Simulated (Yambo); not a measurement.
Yambo input for NaI (rock salt, space group Fm-3m, No. 225) under isotropic strain of -1.5 % on all lattice vectors (a = 4.4581 Å, b = 4.4581 Å, c = 4.4581 Å, α = 60.00°, β = 60.00°, γ = 60.00°), on PBEsol (pw.x of Quantum ESPRESSO, ONCV potentials, scalar-relativistic) wavefunctions on a 10×10×10 mesh:

```
optics
chi
dipoles
kernel
FFTGvecs= 40 Ry
Chimod= "HARTREE"
NGsBlkXd= 4 Ry
% QpntsRXd
 1 | 1 |
%
% BndsRnXd
 2 | 46 |
%
GrFnTpXd= "R"
% EnRngeXd
 0.0 | 20.0 | eV
%
% DmRngeXd
 0.2 | 0.2 | eV
%
CGrdSpXd= 50
ETStpsXd= 161
% LongDrXd
 1.0 | 0.0 | 0.0 |
%
```

First lines of the file o-*.eps_q1_inv_rpa_dyson:

```
Absorption @ Q(1):   1.00000000     0.00000000     0.00000000    [q->0 direction]
#
# [ X ] Hartree size     :   65
# [GEN] GF Energies     : Perdew, Burke & Ernzerhof SOL(X)+Perdew, Burke & Ernzerhof SOL(C)
# [GEN] Green`s Function     : Retarded
#
# [GEN] Gauge     : Length
# [GEN] [r,Vnl] included     : yes
#
#    E[1] [eV]     Im(eps)     Re(eps)     Im(eps_o)     Re(eps_o)
#
     0.000000     0.61855E-10     3.277282     -0.37402E-17     3.985651
     0.125000     0.002329     3.278006     0.003254     3.986663
     0.250000     0.004669     3.280182     0.006525     3.989704
     0.375000     0.007034     3.283821     0.009828     3.994790
     0.500000     0.009435     3.288943     0.013183     4.001946
     0.625000     0.011887     3.295573     0.016606     4.011209
     0.750000     0.014402     3.303746     0.020117     4.022628
     0.875000     0.016997     3.313507     0.023736     4.036262
     1.000000     0.019687     3.324909     0.027486     4.052185
     1.125000     0.022491     3.338017     0.031392     4.070485
     1.250000     0.025429     3.352907     0.035480     4.091266
     1.375000     0.028524     3.369667     0.039783     4.114650
     1.500000     0.031804     3.388403     0.044335     4.140779
     1.625000     0.035300     3.409236     0.049178     4.169818
     1.750000     0.039047     3.432309     0.054360     4.201958
     1.875000     0.043089     3.457788     0.059936     4.237425
     2.000000     0.047480     3.485868     0.065977     4.276477
     2.125000     0.052284     3.516779     0.072563     4.319421
     2.250000     0.057582     3.550792     0.079799     4.366617
     2.375000     0.063478     3.588234     0.087813     4.418491
     2.500000     0.070108     3.629497     0.096772     4.475556
     2.625000     0.077653     3.675062     0.106897     4.538431
     2.750000     0.086368     3.725526     0.118493     4.607877
     2.875000     0.096623     3.781642     0.131994     4.684846
     3.000000     0.108987     3.844380     0.148057     4.770545
     3.125000     0.124401     3.915007     0.167749     4.866532
     3.250000     0.144565     3.995160     0.192960     4.974803
     3.375000     0.172875     4.086670     0.227410     5.097621
     3.500000     0.216438     4.189624     0.278789     5.235491
     3.625000     0.284443     4.292451     0.357080     5.376755
     3.750000     0.352351     4.376606     0.437051     5.502725
     3.875000     0.410271     4.498147     0.510043     5.672846
     4.000000     0.544040     4.645458     0.668294     5.873267
```
(The file goes on to the top of the energy range.) Convergence of the RPA response with its 10×10×10 mesh was not tested.

Spin-orbit coupling is not included.

Geometry strained from the cell relaxed with PBEsol, atoms relaxed again.
